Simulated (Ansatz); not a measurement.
Geometry optimisation in Ansatz: input, command and trajectory.

```yaml
crystal:
  lattice:
    - [-5.91784026, 5.91784026, 0.0]
    - [-5.91784026, 0.0, 5.91784026]
    - [0.0, 5.91784026, 5.91784026]
  atoms:
    - { symbol: B, position: [0.9969063157, 0.4980820976, 0.0017393482] }
    - { symbol: B, position: [0.0005956014, 0.5018662821, 0.4971486521] }
    - { symbol: Al, position: [0.0024188996, 0.9994117406, 0.4982149568] }
    - { symbol: Al, position: [0.5045749469, 0.998321712, 0.5003596112] }
    - { symbol: Ga, position: [0.0003453949, 0.9989579306, 0.9998682773] }
    - { symbol: Ga, position: [0.4989899927, 0.5006371173, 0.9994842932] }
    - { symbol: In, position: [0.5036746189, 0.9964343284, 0.9984482882] }
    - { symbol: In, position: [0.5004112451, 0.500766527, 0.5013179727] }
    - { symbol: Sb, position: [0.8767283853, 0.8694279835, 0.3759691699] }
    - { symbol: Sb, position: [0.3785743864, 0.8754752112, 0.3729959257] }
    - { symbol: Sb, position: [0.871814765, 0.3726876124, 0.3750151307] }
    - { symbol: Sb, position: [0.8690489003, 0.8740907179, 0.8800371021] }
    - { symbol: Sb, position: [0.370851044, 0.3792260225, 0.3716116739] }
    - { symbol: Sb, position: [0.3693861142, 0.8767815967, 0.8787663255] }
    - { symbol: Sb, position: [0.8761049262, 0.3754912019, 0.8712174946] }
    - { symbol: Sb, position: [0.3709959541, 0.378291361, 0.8758362946] }
  symmetry: { detect: false }
basis:
  ecutwfc: 420
kpoints:
  mp_grid: { grid: [2, 2, 2], shift: [0.5, 0.5, 0.5] }
hamiltonian:
  xc: pbesol
scf:
  occupations: { method: gaussian, width: 0.1 }
  lower_state_search: "off"
output:
  forces: true
  stress: true
  eigenvalues: true
relax:
  adjacent_minimum: "off"
  f_tol: 0.04
  max_steps: 50
  cell: { stress_tol: 0.3 }
```

```bash
ansatz run input.yaml --threads 4 --pin off --max-ram 9216MiB --backend cpu --events-out ev --progress --plain --runs-dir out
```

Method: DFT PBEsol, scalar-relativistic, plane waves, PAW (Ansatz 0.2.0).

Of 7 frames 7 are shown, positions in Å and forces in eV/Å; the SCF threshold varies from step to step. Steps run on the plane waves of an earlier cell, with a Pulay correction in the pressure. The basis is chosen afresh for the last frame, the zero of the energies, and at times for earlier ones too; energy and pressure can step there, also at an unchanged geometry. Where two frames share a geometry here, they differ by under 2 meV/atom and 0.3 GPa.

```xyz
16
Lattice="-5.9178 5.9178 0.0000 -5.9178 0.0000 5.9178 0.0000 5.9178 5.9178" Properties=species:S:1:pos:R:3:forces:R:3 pbc="T T T" step=1 free_energy_over_end_meV_per_atom=166.02 pressure_GPa=5.55
B    -8.8471    5.9098    2.9579   -0.1465    0.0388    0.0431
B    -2.9735    2.9456    5.9120    0.0619    0.0326   -0.0866
Al   -5.9287    2.9627    8.8627    0.1952    0.4140   -0.1312
Al   -8.8939    5.9470    8.8690    0.2787   -0.3163    0.3026
Ga   -5.9137    5.9191   11.8287    0.2234   -0.1351    0.0597
Ga   -5.9156    8.8677    8.8775   -0.1059   -0.1852    0.0211
In   -8.8774    8.8893   11.8054    0.2248   -0.7280    0.8192
In   -5.9248    5.9281    5.9302    0.3899   -0.5279    0.0694
Sb  -10.3335    7.4133    7.3701    0.8109    1.1849   -1.1712
Sb   -7.4213    4.4477    7.3883    0.0223    0.0125    1.9072
Sb   -7.3648    7.3785    4.4248   -3.4507    0.9246   -1.0084
Sb  -10.3156   10.3508   10.3806   -0.5348    2.4425   -2.6822
Sb   -4.4388    4.3938    4.4433    1.8745   -1.4821    0.3892
Sb   -7.3746    7.3864   10.3891    0.7592   -0.8198   -1.2368
Sb   -7.4067   10.3404    7.3778   -2.0719   -0.0366    0.0699
Sb   -4.4342    7.3786    7.4217    1.4691   -0.8188    2.6351
16
Lattice="-5.9743 5.9794 -0.0279 -5.9685 -0.0221 5.9717 0.0261 5.9776 5.9756" Properties=species:S:1:pos:R:3:forces:R:3 pbc="T T T" step=2 free_energy_over_end_meV_per_atom=24.93 pressure_GPa=1.30
B    -8.9343    5.9609    2.9590   -0.4439    0.1685    0.0718
B    -2.9781    2.9675    5.9643   -0.2009   -0.0122   -0.1539
Al   -5.9593    2.9802    8.9453    0.1303   -0.0606    0.0374
Al   -8.9594    5.9783    8.9499   -0.1416    0.0127    0.1414
Ga   -5.9317    5.9488   11.9506    0.0593   -0.0559    0.1552
Ga   -5.9470    8.9490    8.9467   -0.0597    0.0632    0.0027
In   -8.9335    8.9404   11.9235   -0.1999   -0.0363   -0.0339
In   -5.9537    5.9677    5.9681    0.0863    0.1459   -0.2632
Sb  -10.3657    7.5317    7.3516    0.4477    0.5061   -0.5271
Sb   -7.4740    4.4723    7.5427    0.0024    0.0329    0.2877
Sb   -7.6085    7.4916    4.3922   -0.9243   -0.0407    0.1227
Sb  -10.3904   10.5589   10.3187    0.5403    0.5986   -0.7417
Sb   -4.3630    4.3390    4.4964    0.6617   -0.5267    0.4965
Sb   -7.3755    7.3967   10.4165    0.1100   -0.1111   -0.2821
Sb   -7.5676   10.4357    7.4283   -0.7079    0.0166    0.0158
Sb   -4.3701    7.3863    7.6317    0.6402   -0.7009    0.6707
16
Lattice="-6.1587 5.9262 -0.2522 -6.0676 -0.1611 5.9174 0.1806 5.8547 5.9369" Properties=species:S:1:pos:R:3:forces:R:3 pbc="T T T" step=3 free_energy_over_end_meV_per_atom=13.99 pressure_GPa=-1.59
B    -9.2073    5.8250    2.7717   -0.1476    0.0636   -0.4445
B    -2.9587    2.8155    5.8672   -0.1888    0.1021    0.2806
Al   -5.9717    2.8473    8.8706   -0.0533   -0.1135   -0.1408
Al   -9.1523    5.7451    8.8149    0.2386    0.1450   -0.0268
Ga   -5.8602    5.7100   11.8985   -0.1674   -0.0272   -0.0353
Ga   -5.8924    8.7386    8.7949   -0.0259   -0.1510   -0.1552
In   -8.9968    8.6693   11.7159    0.0826   -0.2141    0.1186
In   -6.1190    5.9169    5.7156    0.4290   -0.2312    0.4777
Sb  -10.4834    7.3627    7.0450    0.0028    0.0438    0.0111
Sb   -7.5591    4.2974    7.3900    0.0344    0.0854    0.0869
Sb   -7.8591    7.3502    4.1203   -0.1589    0.2634   -0.2122
Sb  -10.4233   10.3096   10.0000   -0.0671    0.1388   -0.0709
Sb   -4.3520    4.1670    4.4827    0.0259   -0.1403   -0.0291
Sb   -7.3540    7.1000   10.2254    0.0070   -0.0422   -0.0822
Sb   -7.6982   10.1896    7.1694    0.1236    0.1135    0.1294
Sb   -4.2430    7.0794    7.5282   -0.1350   -0.0361    0.0928
16
Lattice="-5.9996 5.9491 -0.1420 -5.9781 -0.1204 5.9539 0.0892 5.8964 5.9227" Properties=species:S:1:pos:R:3:forces:R:3 pbc="T T T" step=4 free_energy_over_end_meV_per_atom=1.11 pressure_GPa=0.13
B    -9.0003    5.9015    2.8555   -0.0675   -0.0268    0.1036
B    -2.9608    2.8857    5.9504   -0.0712    0.0398   -0.0090
Al   -5.9371    2.8489    8.9003   -0.0533    0.0396   -0.0054
Al   -9.0118    5.8206    8.8824    0.1142    0.0250    0.0165
Ga   -5.8690    5.7698   11.8993   -0.0048    0.0471   -0.0848
Ga   -5.8732    8.8035    8.8112   -0.0167   -0.0111    0.0545
In   -8.9408    8.7263   11.7890    0.1047    0.0059    0.0176
In   -5.9733    5.9025    5.8183    0.0305   -0.1130    0.0690
Sb  -10.3058    7.4402    7.1639   -0.0565   -0.0204    0.0541
Sb   -7.4677    4.3524    7.4647   -0.0072    0.0092    0.0103
Sb   -7.7270    7.4233    4.2752    0.1497    0.0708   -0.0423
Sb  -10.2911   10.4282   10.0811   -0.0637   -0.0412   -0.0253
Sb   -4.2771    4.1836    4.5050   -0.0133    0.0133   -0.0060
Sb   -7.3018    7.2065   10.2712   -0.0239   -0.0320   -0.0063
Sb   -7.6007   10.3242    7.3004    0.0855   -0.0755   -0.0327
Sb   -4.2497    7.1525    7.5816   -0.1064    0.0690   -0.1136
16
Lattice="-6.0009 5.9661 -0.1377 -5.9850 -0.1218 5.9453 0.0937 5.9221 5.9171" Properties=species:S:1:pos:R:3:forces:R:3 pbc="T T T" step=5 free_energy_over_end_meV_per_atom=0.49 pressure_GPa=0.03
B    -9.0192    5.9231    2.8546    0.0031   -0.0007    0.0319
B    -2.9714    2.8944    5.9448    0.0431   -0.0055   -0.0182
Al   -5.9502    2.8652    8.8921   -0.0055   -0.0123    0.0104
Al   -9.0061    5.8511    8.8804   -0.0129    0.0197   -0.0021
Ga   -5.8710    5.7993   11.8742    0.0120   -0.0333   -0.0099
Ga   -5.8749    8.8370    8.8098    0.0017    0.0114   -0.0203
In   -8.9263    8.7687   11.7778   -0.0021    0.0020    0.0103
In   -5.9683    5.8917    5.8218    0.0044   -0.0037   -0.0020
Sb  -10.3249    7.4611    7.1674    0.0055    0.0151   -0.0164
Sb   -7.4781    4.3706    7.4687   -0.0073   -0.0055   -0.0129
Sb   -7.7048    7.4452    4.2780   -0.0770   -0.0202   -0.0003
Sb  -10.3026   10.4568   10.0696    0.0425    0.0604   -0.0273
Sb   -4.2724    4.1962    4.4902    0.0150   -0.0164    0.0199
Sb   -7.3042    7.2376   10.2598    0.0126    0.0038    0.0120
Sb   -7.5907   10.3537    7.2883   -0.0589    0.0056    0.0111
Sb   -4.2638    7.1953    7.5547    0.0236   -0.0206    0.0138
16
Lattice="-6.0046 5.9667 -0.1386 -5.9855 -0.1194 5.9458 0.0930 5.9211 5.9193" Properties=species:S:1:pos:R:3:forces:R:3 pbc="T T T" step=6 free_energy_over_end_meV_per_atom=0.39 pressure_GPa=0.00
B    -9.0226    5.9303    2.8608   -0.0051   -0.0086   -0.0037
B    -2.9716    2.8953    5.9458   -0.0010    0.0003   -0.0015
Al   -5.9573    2.8690    8.8982    0.0008   -0.0074   -0.0022
Al   -9.0119    5.8671    8.8833   -0.0061    0.0065    0.0006
Ga   -5.8690    5.7884   11.8718    0.0047   -0.0022    0.0149
Ga   -5.8747    8.8392    8.8025    0.0082    0.0127    0.0011
In   -8.9231    8.7664   11.7808   -0.0009    0.0093    0.0010
In   -5.9715    5.8865    5.8220   -0.0001   -0.0087    0.0016
Sb  -10.3369    7.4672    7.1647   -0.0008    0.0024    0.0004
Sb   -7.4868    4.3763    7.4750   -0.0013    0.0001    0.0040
Sb   -7.7171    7.4434    4.2839    0.0056    0.0008   -0.0039
Sb  -10.2974   10.4579   10.0680    0.0045   -0.0029   -0.0026
Sb   -4.2704    4.1965    4.4885    0.0025    0.0021   -0.0026
Sb   -7.2962    7.2401   10.2622   -0.0035    0.0004   -0.0024
Sb   -7.6026   10.3553    7.2908   -0.0068   -0.0008   -0.0021
Sb   -4.2626    7.1903    7.5554   -0.0007   -0.0039   -0.0025
16
Lattice="-6.0046 5.9667 -0.1386 -5.9855 -0.1194 5.9458 0.0930 5.9211 5.9193" Properties=species:S:1:pos:R:3:forces:R:3 pbc="T T T" step=7 free_energy_over_end_meV_per_atom=0.00 pressure_GPa=0.00
B    -9.0226    5.9303    2.8608   -0.0053   -0.0085   -0.0036
B    -2.9716    2.8953    5.9458   -0.0011    0.0003   -0.0016
Al   -5.9573    2.8690    8.8982    0.0008   -0.0073   -0.0023
Al   -9.0119    5.8671    8.8833   -0.0059    0.0066    0.0006
Ga   -5.8690    5.7884   11.8718    0.0047   -0.0021    0.0147
Ga   -5.8747    8.8392    8.8025    0.0082    0.0125    0.0012
In   -8.9231    8.7664   11.7808   -0.0008    0.0093    0.0010
In   -5.9715    5.8865    5.8220   -0.0002   -0.0087    0.0016
Sb  -10.3369    7.4672    7.1647   -0.0007    0.0025    0.0003
Sb   -7.4868    4.3763    7.4750   -0.0014    0.0001    0.0039
Sb   -7.7171    7.4434    4.2839    0.0055    0.0006   -0.0038
Sb  -10.2974   10.4579   10.0680    0.0047   -0.0028   -0.0025
Sb   -4.2704    4.1965    4.4885    0.0026    0.0020   -0.0024
Sb   -7.2962    7.2401   10.2622   -0.0035    0.0005   -0.0024
Sb   -7.6026   10.3553    7.2908   -0.0069   -0.0008   -0.0022
Sb   -4.2626    7.1903    7.5554   -0.0006   -0.0040   -0.0024
```

It took 29 s on 4 threads of Intel(R) Xeon(R) 6975P-C (Granite Rapids) (shared host), peak memory 1.3 GiB.

The k mesh is coarse.